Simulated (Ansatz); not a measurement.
InSb (zinc blende)

```yaml
crystal:
  lattice:
    - [0.00000, 3.31730, 3.31730]
    - [3.31730, 0.00000, 3.31730]
    - [3.31730, 3.31730, 0.00000]
  atoms:
    - { symbol: Sb, position: [0.75000, 0.75000, 0.75000] }
    - { symbol: In, position: [0.00000, 0.00000, 0.00000] }
```

E(V) scan at fixed shape, V₀ the volume above. Symmetry pins the atoms to their sites.

Calculation: PBE (plane waves to 420 eV, PAW, scalar-relativistic; Ansatz, a quantum-chemistry and plane-wave program). k mesh 12×12×12 (Γ-centred), Fermi-Dirac smearing 0.05 eV. Energies are smeared free energies. Compression counts positive. At this level the bands of InSb touch or barely overlap; measurements give the solid a gap. InSb was relaxed with its symmetry unable to fall. Spin-orbit coupling is left out, though Sb is heavy. ΔE is measured from the relaxed starting cell. The last digit holds for this mesh only.

```json
[
 {"V (Å³/atom)": "34.315", "ΔE (meV/atom)": "17.1"},
 {"V (Å³/atom)": "34.863", "ΔE (meV/atom)": "9.4"},
 {"V (Å³/atom)": "35.410", "ΔE (meV/atom)": "4.1"},
 {"V (Å³/atom)": "35.958", "ΔE (meV/atom)": "1.0"},
 {"V (Å³/atom)": "36.505", "ΔE (meV/atom)": "0.0"},
 {"V (Å³/atom)": "37.053", "ΔE (meV/atom)": "0.9"},
 {"V (Å³/atom)": "37.600", "ΔE (meV/atom)": "withheld"},
 {"V (Å³/atom)": "38.148", "ΔE (meV/atom)": "7.7"},
 {"V (Å³/atom)": "38.696", "ΔE (meV/atom)": "13.3"}
]
```

**Question.** Fit a third-order Birch-Murnaghan form (E₀, V₀, B₀, B₀′ free) to the given rows and predict ΔE at V = 37.600.

**Answer.** Least squares on the 8 given rows: ΔE = E₀ + (9V₀B₀/16)·y²·[2 + (B₀′ − 4)y], y = (V₀/V)^(2/3) − 1, with V₀ = 36.517 Å³/atom, B₀ = 36.62 GPa (160.2 GPa = 1 eV/Å³; the term in eV is multiplied by 1000), B₀′ = 4.75, E₀ = 0.02 meV/atom; root-mean-square residual 0.02 meV/atom. At 37.600 the fit gives 3.5 meV/atom; the calculation gives 3.5 meV/atom, the same to the digits shown. For the pressure the fit gives -1.0 GPa against the computed -1.0 GPa.

(A scan under strain: stresses follow from slopes of the energy per volume, elastic moduli from its curvatures.)
